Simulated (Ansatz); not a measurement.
## Cs2InSbBr6 (Fm-3m), zone-centre modes

Level of theory: DFT PBEsol, scalar-relativistic, plane waves, PAW (Ansatz 0.2.0). The runs took a 420 eV cutoff, a Γ-centred 6×6×6 mesh and Gaussian smearing (0.15 eV). No spin polarisation.

The undisturbed cell (relaxed at this level; it needn't be the usual structure):

```
Cs In Sb Br
1.0
     0.00000    5.75139    5.75139
     5.75139    0.00000    5.75139
     5.75139    5.75139    0.00000
Cs In Sb Br
2 1 1 6
Direct
  0.75000 0.75000 0.75000
  0.25000 0.25000 0.25000
  0.50000 0.50000 0.50000
  0.00000 0.00000 0.00000
  0.75679 0.24321 0.24321
  0.24321 0.24321 0.75679
  0.24321 0.75679 0.75679
  0.24321 0.75679 0.24321
  0.75679 0.24321 0.75679
  0.75679 0.75679 0.24321
```

Harmonic modes by finite displacements of 0.02 Å, without the LO–TO term.

Question: At this geometry, is the structure stable against these modes?

Answer: No: 3 modes are unstable, the strongest at 17i cm⁻¹.

Question: List the wavenumbers in cm⁻¹.

Answer: 17i, 17i, 17i, 0, 0, 0, 15, 15, 15, 18, 18, 18, 36, 36, 36, 57, 57, 57, 64, 64, 64, 94, 94, 94, 133, 133, 133, 133, 133, 145.

Cost: 1 run of about 7.6 core-minutes, on Arm Neoverse V1 (shared hosts).